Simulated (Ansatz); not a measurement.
**Sensitivity of the gradients in KBr with sulfur replacing Br to the input**

This input was run with Ansatz:

```yaml
crystal:
  lattice:
    - [0.0, 9.9, 9.9]
    - [9.9, 0.0, 9.9]
    - [9.9, 9.9, 0.0]
  atoms:
    - { symbol: K, position: [0.0, 0.0, 0.0] }
    - { symbol: K, position: [0.0, 0.0, 0.3333333333] }
    - { symbol: K, position: [0.0, 0.0, 0.6666666667] }
    - { symbol: K, position: [0.0, 0.3333333333, 0.0] }
    - { symbol: K, position: [0.0, 0.3333333333, 0.3333333333] }
    - { symbol: K, position: [0.0, 0.3333333333, 0.6666666667] }
    - { symbol: K, position: [0.0, 0.6666666667, 0.0] }
    - { symbol: K, position: [0.0, 0.6666666667, 0.3333333333] }
    - { symbol: K, position: [0.0, 0.6666666667, 0.6666666667] }
    - { symbol: K, position: [0.3333333333, 0.0, 0.0] }
    - { symbol: K, position: [0.3333333333, 0.0, 0.3333333333] }
    - { symbol: K, position: [0.3333333333, 0.0, 0.6666666667] }
    - { symbol: K, position: [0.3333333333, 0.3333333333, 0.0] }
    - { symbol: K, position: [0.3333333333, 0.3333333333, 0.3333333333] }
    - { symbol: K, position: [0.3333333333, 0.3333333333, 0.6666666667] }
    - { symbol: K, position: [0.3333333333, 0.6666666667, 0.0] }
    - { symbol: K, position: [0.3333333333, 0.6666666667, 0.3333333333] }
    - { symbol: K, position: [0.3333333333, 0.6666666667, 0.6666666667] }
    - { symbol: K, position: [0.6666666667, 0.0, 0.0] }
    - { symbol: K, position: [0.6666666667, 0.0, 0.3333333333] }
    - { symbol: K, position: [0.6666666667, 0.0, 0.6666666667] }
    - { symbol: K, position: [0.6666666667, 0.3333333333, 0.0] }
    - { symbol: K, position: [0.6666666667, 0.3333333333, 0.3333333333] }
    - { symbol: K, position: [0.6666666667, 0.3333333333, 0.6666666667] }
    - { symbol: K, position: [0.6666666667, 0.6666666667, 0.0] }
    - { symbol: K, position: [0.6666666667, 0.6666666667, 0.3333333333] }
    - { symbol: K, position: [0.6666666667, 0.6666666667, 0.6666666667] }
    - { symbol: S, position: [0.1666666667, 0.1666666667, 0.1666666667] }
    - { symbol: Br, position: [0.1666666667, 0.1666666667, 0.5] }
    - { symbol: Br, position: [0.1666666667, 0.1666666667, 0.8333333333] }
    - { symbol: Br, position: [0.1666666667, 0.5, 0.1666666667] }
    - { symbol: Br, position: [0.1666666667, 0.5, 0.5] }
    - { symbol: Br, position: [0.1666666667, 0.5, 0.8333333333] }
    - { symbol: Br, position: [0.1666666667, 0.8333333333, 0.1666666667] }
    - { symbol: Br, position: [0.1666666667, 0.8333333333, 0.5] }
    - { symbol: Br, position: [0.1666666667, 0.8333333333, 0.8333333333] }
    - { symbol: Br, position: [0.5, 0.1666666667, 0.1666666667] }
    - { symbol: Br, position: [0.5, 0.1666666667, 0.5] }
    - { symbol: Br, position: [0.5, 0.1666666667, 0.8333333333] }
    - { symbol: Br, position: [0.5, 0.5, 0.1666666667] }
    - { symbol: Br, position: [0.5, 0.5, 0.5] }
    - { symbol: Br, position: [0.5, 0.5, 0.8333333333] }
    - { symbol: Br, position: [0.5, 0.8333333333, 0.1666666667] }
    - { symbol: Br, position: [0.5, 0.8333333333, 0.5] }
    - { symbol: Br, position: [0.5, 0.8333333333, 0.8333333333] }
    - { symbol: Br, position: [0.8333333333, 0.1666666667, 0.1666666667] }
    - { symbol: Br, position: [0.8333333333, 0.1666666667, 0.5] }
    - { symbol: Br, position: [0.8333333333, 0.1666666667, 0.8333333333] }
    - { symbol: Br, position: [0.8333333333, 0.5, 0.1666666667] }
    - { symbol: Br, position: [0.8333333333, 0.5, 0.5] }
    - { symbol: Br, position: [0.8333333333, 0.5, 0.8333333333] }
    - { symbol: Br, position: [0.8333333333, 0.8333333333, 0.1666666667] }
    - { symbol: Br, position: [0.8333333333, 0.8333333333, 0.5] }
    - { symbol: Br, position: [0.8333333333, 0.8333333333, 0.8333333333] }
total_charge: -1
kpoints:
  mp_grid: { grid: [2, 2, 2], shift: [0.5, 0.5, 0.5] }
scf:
  occupations: { method: fermi_dirac, width: 0.01 }
  n_extra_bands: 8
  convergence: { dr2_threshold: 1.0e-11 }
hamiltonian:
  xc: pbe
  pseudopotentials: { kind: paw }
output:
  forces: true
  stress: true
  populations: true
  efg:
    quadrupole_moments_barn: { K: 0.0603, S: -0.0694, Br: 0.2579 }
    contact_densities: true
```

It converged. Of its output the block on the nuclei alone is shown, without the SCF iterations, energies, forces and stress (one atom of each set):

```
--- PAW observables at the nuclei: V_zz in 10²¹ V/m², potentials from the cell's mean, atoms counted from 1 ---
  atom   1  K  V_zz =    -0.039279   η = 0.0000   by run symmetry: allowed   C_q = -0.0573 MHz
            electrostatic potential = -2062.514843 V   contact ρ = 34767.151944 e/Å³
  atom   2  K  V_zz =    -1.241044   η = 0.0000   by run symmetry: allowed   C_q = -1.8095 MHz
            electrostatic potential = -2063.221844 V   contact ρ = 34767.417646 e/Å³
  atom   6  K  V_zz =    +0.147061   η = 0.2091   by run symmetry: allowed   C_q = +0.2144 MHz
            electrostatic potential = -2062.480344 V   contact ρ = 34767.175601 e/Å³
  atom  27  K  V_zz =    +0.000173   η = 0.0000   by run symmetry: allowed   C_q = +0.0003 MHz
            electrostatic potential = -2062.413304 V   contact ρ = 34767.184946 e/Å³
  atom  28  S  V_zz =    +0.008073   η = 0.0000   by run symmetry: allowed   C_q = -0.0135 MHz
            electrostatic potential = -1632.710870 V   contact ρ = 19766.545568 e/Å³
  atom  29  Br V_zz =    -2.003575   η = 0.1118   by run symmetry: allowed   C_q = -12.4943 MHz
            electrostatic potential = -4904.638901 V   contact ρ = 293235.555110 e/Å³
  atom  32  Br V_zz =    +0.445157   η = 0.0020   by run symmetry: allowed   C_q = +2.7760 MHz
            electrostatic potential = -4904.366563 V   contact ρ = 293235.296850 e/Å³
  atom  42  Br V_zz =    -0.696793   η = 0.0009   by run symmetry: allowed   C_q = -4.3452 MHz
            electrostatic potential = -4904.388470 V   contact ρ = 293235.337263 e/Å³
```

Problem. Can these gradients be trusted, and how do they compare with a run on standard settings?

Solution. They agree with the standard run. Against the standard input the change is `scf.n_extra_bands`: not typed → 8; `scf.convergence.dr2_threshold`: not typed → 1e-11; `kpoints.mp_grid.shift`: not typed → [0.5, 0.5, 0.5]. A site carries the number of its first atom; V_zz in 10²¹ V/m².

```json
{"site": "K1", "atom": "1", "V_zz standard": "-0.039", "η standard": "0.00", "V_zz here": "-0.039", "η here": "0.00"}
{"site": "K2", "atom": "2", "V_zz standard": "-1.24", "η standard": "0.00", "V_zz here": "-1.24", "η here": "0.00"}
{"site": "K6", "atom": "6", "V_zz standard": "0.15", "η standard": "0.21", "V_zz here": "0.15", "η here": "0.21"}
{"site": "S", "atom": "28", "V_zz standard": "0.00", "η standard": "–", "V_zz here": "0.008", "η here": "0.00"}
{"site": "Br29", "atom": "29", "V_zz standard": "-2.01", "η standard": "0.11", "V_zz here": "-2.00", "η here": "0.11"}
{"site": "Br32", "atom": "32", "V_zz standard": "0.45", "η standard": "0.00", "V_zz here": "0.45", "η here": "0.00"}
{"site": "Br42", "atom": "42", "V_zz standard": "-0.70", "η standard": "0.00", "V_zz here": "-0.70", "η here": "0.00"}
```

No V_zz moves by more than 0.01. Other sites with |V_zz| of 0.02 or less aren't listed. SCF iterations: 8 and 12. New warnings: symmetry narrowed by mesh.

On the reference run: The defect repeats with the cell of 54 atoms, so it feels its images: sites between two images don't show the values beside a lone defect, and zeros or small values of η there can come from the images' arrangement. A uniform background compensates the cell's charge. The neighbours have not yet relaxed around the defect (largest force 0.59 eV/Å), so a real crystal will differ.
